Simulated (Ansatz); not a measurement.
ZrCd:
```cif
data_Cd2Zr2
_chemical_formula_sum 'Zr2 Cd2'
_space_group_name_H-M_alt 'P4/nmm :1'
_space_group_IT_number 129
_space_group_name_Hall 'P 4ab 2ab -1ab'
_cell_length_a 3.12259
_cell_length_b 3.12259
_cell_length_c 8.94966
_cell_angle_alpha 90.000
_cell_angle_beta 90.000
_cell_angle_gamma 90.000
loop_
_space_group_symop_operation_xyz
  'x, y, z'
  '-y+1/2, x+1/2, z'
  '-x, -y, z'
  'y+1/2, -x+1/2, z'
  'x+1/2, -y+1/2, -z'
  '-y, -x, -z'
  '-x+1/2, y+1/2, -z'
  'y, x, -z'
  '-x+1/2, -y+1/2, -z'
  'y, -x, -z'
  'x+1/2, y+1/2, -z'
  '-y, x, -z'
  '-x, y, z'
  'y+1/2, x+1/2, z'
  'x, -y, z'
  '-y+1/2, -x+1/2, z'
loop_
_atom_site_label
_atom_site_type_symbol
_atom_site_symmetry_multiplicity
_atom_site_Wyckoff_symbol
_atom_site_fract_x
_atom_site_fract_y
_atom_site_fract_z
_atom_site_occupancy
Zr1 Zr 2 c 0.50000 0.00000 0.12785 1
Cd1 Cd 2 c 0.00000 0.50000 0.38196 1
```

Relaxed with r²SCAN.

Task: Which orbitals make up the states near the Fermi level in r²SCAN in the plane-wave PAW code Ansatz?

Result: Within 0.5 eV of the Fermi level: Zr 4d 72 %, outside the projected shells 19 %. Projections are on Löwdin-orthogonalised atomic valence shells; empty p or d shells of many metals are not among them.

Task: Tabulate the density of states.

Result: States/eV per cell of 4 atoms, in 0.25 eV bins, energy from the Fermi level.

```
E (eV)  total  Zr 4d  Cd 5s  Zr 5s
------  -----  -----  -----  -----
-7.85    0.35   0.00   0.26   0.04
-7.60    0.35   0.01   0.26   0.04
-7.35    0.34   0.01   0.26   0.04
-7.10    0.34   0.01   0.26   0.04
-6.85    0.34   0.01   0.26   0.04
-6.60    0.34   0.02   0.26   0.04
-6.35    0.35   0.02   0.26   0.04
-6.10    0.44   0.02   0.29   0.09
-5.85    0.52   0.03   0.31   0.14
-5.60    0.61   0.04   0.34   0.18
-5.35    0.69   0.05   0.38   0.21
-5.10    0.71   0.06   0.38   0.21
-4.85    0.73   0.07   0.38   0.21
-4.60    0.76   0.09   0.38   0.21
-4.35    0.82   0.12   0.39   0.24
-4.10    0.91   0.15   0.40   0.27
-3.85    1.01   0.20   0.41   0.30
-3.60    1.14   0.27   0.42   0.32
-3.35    1.38   0.41   0.46   0.36
-3.10    1.60   0.58   0.51   0.36
-2.85    1.72   0.80   0.43   0.33
-2.60    2.79   1.67   0.41   0.47
-2.35    1.63   0.84   0.14   0.48
-2.10    1.72   0.96   0.15   0.42
-1.85    4.08   2.81   0.32   0.52
-1.60    3.30   2.61   0.17   0.20
-1.35    2.88   2.30   0.14   0.13
-1.10    4.34   3.22   0.21   0.17
-0.85    3.66   2.60   0.15   0.14
-0.60    3.00   2.11   0.10   0.09
-0.35    1.86   1.28   0.06   0.09
-0.10    3.22   2.43   0.08   0.12
0.15     2.30   1.67   0.07   0.13
0.40     3.04   2.21   0.15   0.11
0.65     3.27   2.46   0.13   0.12
0.90     2.90   2.37   0.11   0.12
1.15     1.90   1.47   0.07   0.08
1.40     2.16   1.66   0.12   0.09
1.65     3.05   2.44   0.13   0.10
1.90     5.58   4.77   0.15   0.16
2.15     3.75   3.20   0.13   0.10
2.40     2.67   2.01   0.19   0.11
2.65     2.93   2.12   0.21   0.15
2.90     4.00   2.58   0.41   0.27
3.15     4.02   2.30   0.52   0.29
3.40     2.90   1.65   0.37   0.20
3.65     1.93   1.14   0.23   0.12
```

The workflow started from a Materials Project entry (that database holds measured and hypothetical structures alike); the Crystallography Open Database copy checked does not list it. With Zr and Cd taken as one species the cell has the higher symmetry Fm-3m, so it may be an ordered model of a mixed-site phase. Its standing as an ambient phase is unchecked. The r²SCAN relaxation kept the symmetry of its start; whether a distortion lowers the energy is not shown. No spin polarisation was allowed. Spin–orbit coupling is left out wherever it is not named.

Potentials: the later of the program's two PAW sets.
